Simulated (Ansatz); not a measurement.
Values for one crystal, relaxed and computed with the program Ansatz at the r²SCAN level (PAW); other levels are named.

| Quantity | Result |
|---|---|
| Volume per atom | 22.97 Å³ |
| Electronic character | no gap, with almost no states at the Fermi level (zero-gap or semimetallic) |
| Pressure derivative B′ | 4.7 |
| HSE06 gap on the r²SCAN cell | 0.39 eV (a hybrid on a coarse mesh can open a false gap in a semimetal) |
| Highest zone-centre frequency | 11.4 meV |
| Zone-centre stability | no imaginary mode at Γ |
| Density of states at the Fermi level | 0.01 states/eV per atom (mean over ±0.08 eV) |

Pick the material that matches.
A) CdSe, rock salt
B) TeO2, CdI2 type
C) ZrS, rock salt
D) ReS2, rutile

A, CdSe, rock salt

Space group Fm-3m (rock salt). This is a known high-pressure phase of the composition, computed here at zero pressure and temperature. The cell was relaxed with r²SCAN under the symmetry of its start. Point labels and valley counts follow the cell and symmetry of the run, lower than the named group. Spin–orbit coupling is left out wherever it is not named.

Potentials: the later of the program's two PAW sets.
